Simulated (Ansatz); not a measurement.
**Pt: axial (c/a) deformation path**

Level of theory: DFT PBEsol, scalar-relativistic, plane waves, PAW in Ansatz. Cutoff 420 eV, Γ-centred 24×24×12 k-points, Gaussian smearing of 0.15 eV. Spin–orbit coupling is left out, which can shift energies with elements as heavy as these. No spin polarisation. Energies are free energies at this smearing, counted from the undisturbed cell; pressure is positive in compression.

The starting cell (as given, not relaxed at this level; it stands at -10.8 GPa; this form isn't the usual structure):

```
CELL_PARAMETERS angstrom
2.76067 0.00000 0.00000
-1.38033 2.39081 0.00000
0.00000 0.00000 4.79213
ATOMIC_POSITIONS crystal
Pt 0.66667 0.33333 0.75000
Pt 0.33333 0.66667 0.25000
```

At fixed volume and fractional coordinates, lengths along (0.000, 0.000, 1.000) are scaled against those across it; ρ is that ratio over its starting value. The cell is metallic on the mesh throughout. At -11 GPa the given cell is far from its own equilibrium, so these figures belong to a strongly strained crystal.

```csv
ρ,ΔE (meV/atom),pressure (GPa)
0.800,116.7,-4.8
0.850,77.4,-8.0
0.920,29.2,-10.7
0.960,7.8,-11.2
1.000,0.0,-10.8
1.050,?,?
1.100,61.4,-5.3
1.200,237.3,5.9
1.300,?,?
```

Give the withheld values.

ΔE (meV/atom) at ρ = 1.050: 15.9; pressure (GPa) at ρ = 1.050: -8.8; ΔE (meV/atom) at ρ = 1.300: 516.6; pressure (GPa) at ρ = 1.300: 21.8.

Cost: 9 runs of about 3.8 core-minutes in all, on Intel Xeon Processor @ 2.50GHz (Skylake/Cascade Lake) (shared hosts).